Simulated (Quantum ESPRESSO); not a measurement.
```
Cs2PdCl4
1.0
    7.50923     0.00000     0.00000
    0.00000     7.50923     0.00000
    0.00000     0.00000     4.67350
Cl Pd Cs
4 1 2
Direct
  0.21866   0.21866   0.00000
  0.78134   0.78134   0.00000
  0.78134   0.21866   0.00000
  0.21866   0.78134   0.00000
  0.00000   0.00000   0.00000
  0.00000   0.50000   0.50000
  0.50000   0.00000   0.50000
```

The geometry is that of Materials Project entry mp-1078085, symmetrised and not relaxed again.

### Question
What does LDA (Quantum ESPRESSO, PseudoDojo norm-conserving, 82 Ry, without SOC) give for the electronic structure near the Fermi level?

### Answer
The LDA gap is direct, 1.62 eV at M. Another conduction extremum on the path lies within 0.02 eV, too close to call. Spin-orbit splittings are left out.
